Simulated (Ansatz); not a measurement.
### Question
Each is relaxed and computed with DFT-PBEsol in the program Ansatz with PAW potentials. Which is the only metal?
(A) BaSi2, P6/mmm (Si on 2d, Ba on 1a)
(B) SiBi2O5, Cmc2_1 (Pearson symbol oS32)
(C) SiC, P6_222 (Si on 3d, C on 3c)
(D) AlSiCN, P3m1 (Al on 1b, Si on 1c, C on 1b, N on 1c)

### Answer
A, BaSi2, P6/mmm (Si on 2d, Ba on 1a). BaSi2: metal; SiC: gap 0.77 eV (indirect); SiBi2O5: gap 2.70 eV; AlSiCN: gap 3.26 eV (indirect). Typed or built starts, not in the databases checked: SiC, P6_222 (Si on 3d, C on 3c). Not the usual ambient phase: SiC, P6_222 (Si on 3d, C on 3c). Standing as an ambient phase not checked: BaSi2, P6/mmm (Si on 2d, Ba on 1a); SiBi2O5, Cmc2_1 (Pearson symbol oS32); AlSiCN, P3m1 (Al on 1b, Si on 1c, C on 1b, N on 1c). All cells were relaxed under the symmetry of their starts (and spin orders); stability against distortions was not tested throughout. Spin–orbit coupling is left out wherever it is not named.

Potentials: the later of the program's two PAW sets.
